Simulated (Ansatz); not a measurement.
Consider the following.

Relaxed Be (hcp, Mg type):

```
Be
1.0
    4.52742     0.00000     0.00000
   -1.13186     1.96043     0.00000
    0.00000     0.00000     3.56389
Be
4
Direct
  0.16667   0.66667   0.75000
  0.66667   0.66667   0.75000
  0.33333   0.33333   0.25000
  0.83333   0.33333   0.25000
```

The atoms are displaced by Q × the pattern below (from a DFPT mode at M = (0.5, 0.0, 0.0), largest move 1; Q in Å), at fixed cell. (q is in reciprocal vectors of the primitive cell; the cell shown is doubled to hold the pattern.)

```csv
atom,x,y,z
Be1,-0.500,0.866,0.000
Be2,0.500,-0.866,0.000
Be3,-0.500,0.866,0.000
Be4,0.500,-0.866,0.000
```

The numbers are results of r2SCAN (plane waves to 500 eV, PAW, scalar-relativistic; Ansatz, a quantum-chemistry and plane-wave program), not measurements. k mesh 23×23×13 (Γ-centred), Fermi-Dirac smearing 0.05 eV. E stands for the smeared free energy. With partly filled bands, energies and forces of such displacements shift with the k mesh and the smearing. Be was relaxed with its symmetry unable to fall. The zero of ΔE is the undisplaced structure.

The scan covers Q from -0.100 to 0.100 Å in 13 points.

Is this a single well or a double well?

A single well with its minimum at or next to zero displacement.

Which space group does the distorted structure have?

Pnma (No. 62), lowered from P6_3/mmc.

What is the energy change at Q = 0.100 Å?

111 meV/cell.

What harmonic wavenumber does the curvature at Q = 0 give?

413 cm⁻¹.

(A displaced cell: forces are minus the slopes of the energy, force constants its curvatures, and phonons follow from these.)
